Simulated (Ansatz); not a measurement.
SnSe2:
```yaml
crystal:
  lattice:
    - [1.89090, 1.09171, 6.11950]
    - [-1.89090, 1.09171, 6.11950]
    - [0.00000, -2.18342, 6.11950]
  atoms:
    - { symbol: Sn, position: [0.00015, 0.00015, 0.00015] }
    - { symbol: Se, position: [0.75948, 0.75948, 0.75948] }
    - { symbol: Se, position: [0.57368, 0.57368, 0.57368] }
```

Relaxed with r²SCAN+D4. Special points in fractions of this cell's reciprocal vectors: Γ (0.000, 0.000, 0.000); T (0.500, 0.500, 0.500); H2 (0.812, 0.188, 0.500); H0 (0.500, -0.188, 0.188); L (0.500, 0.000, 0.000); S0 (0.344, -0.344, 0.000); S2 (0.656, 0.000, 0.344); F (0.500, 0.000, 0.500).

Problem. List the band energies nearest the Fermi level at these points for r²SCAN+D4 (plane waves, PAW; program Ansatz).

Solution. In eV from the Fermi level; about four levels below and three above (degenerate sets whole), none deeper than 8.9 eV; points with the same levels are listed once.

| k | below | above |
|---|---|---|
| Γ | -0.81 -0.67 -0.67 -0.15 | 4.14 4.14 4.49 |
| T | -1.48 -1.48 -0.29 -0.29 | 1.53 3.77 4.00 4.00 |
| H2 | -4.34 -3.87 -2.62 -1.05 | 0.88 2.40 5.96 |
| L | -4.05 -2.66 -1.58 -1.39 | 0.34 2.09 4.31 |
| S0 | -4.53 -3.69 -2.81 -0.94 | 0.80 2.61 5.63 |
| F | -3.89 -3.04 -1.74 -0.83 | 0.64 2.71 4.14 |

Space group R3m. The cell is a constructed one: a structure type filled with these elements; neither database checked (COD, Materials Project) lists it. COD files the formula under space group No. 164, 217. Its standing as an ambient phase is unchecked. The r²SCAN+D4 relaxation kept the symmetry of its start; whether a distortion lowers the energy is not shown. Scalar-relativistic: spin–orbit coupling is off unless named, which matters more the heavier the elements.

Potentials: the earlier of the program's two PAW sets.
